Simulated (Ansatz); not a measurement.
Au, DFT, LDA, all-electron LAPW, scalar-relativistic (Ansatz 0.2.0), run on 1 thread of Arm Neoverse V2 on a shared host.

The cell comes from COD entry 1545302, which wasn't checked; take it as a given geometry. The listed cell was then made from it by scaling, straining or moving an atom.

Command: `ansatz run input.yaml --threads 1 --pin off --max-ram 3072MiB --backend cpu --events-out ev --progress --plain --runs-dir out`

```yaml
crystal:
  lattice:
    - [2.9289983945, 0.0, 0.0]
    - [-1.4644991973, 2.5365870173, 0.0]
    - [0.0, 0.0, 4.88]
  atoms:
    - { symbol: Au, position: [0.3333333333, 0.6666666667, 0.75] }
    - { symbol: Au, position: [0.6666666667, 0.3333333333, 0.25] }
kpoints:
  mp_grid: { grid: [14, 14, 8] }
  band_path:
    path:
      - [0.0, 0.0, 0.0]
      - [0.5, 0.0, 0.0]
      - [0.3333333333, 0.3333333333, 0.0]
      - [0.0, 0.0, 0.0]
      - [0.0, 0.0, 0.5]
      - [0.5, 0.0, 0.5]
      - [0.3333333333, 0.3333333333, 0.5]
      - [0.0, 0.0, 0.5]
      - [0.5, 0.0, 0.5]
    npoints: 5
scf:
  occupations: { method: fermi_dirac, width: 0.03 }
hamiltonian:
  xc: lda
  pseudopotentials: { kind: all_electron, lapw: { basis_error: 0.00025 } }
output:
  forces: true
  stress: true
  eigenvalues: true
```

(1) How large is the problem that the program sets up?

(2) Estimate the wall time and the peak memory.

Results:

(1) 120 irreducible k-points, 373 plane waves at Γ, 52 bands.

(2) 59 s of wall time for 7 SCF iterations, with a peak of 0.7 GiB. Times on shared machines scatter by tens of per cent.
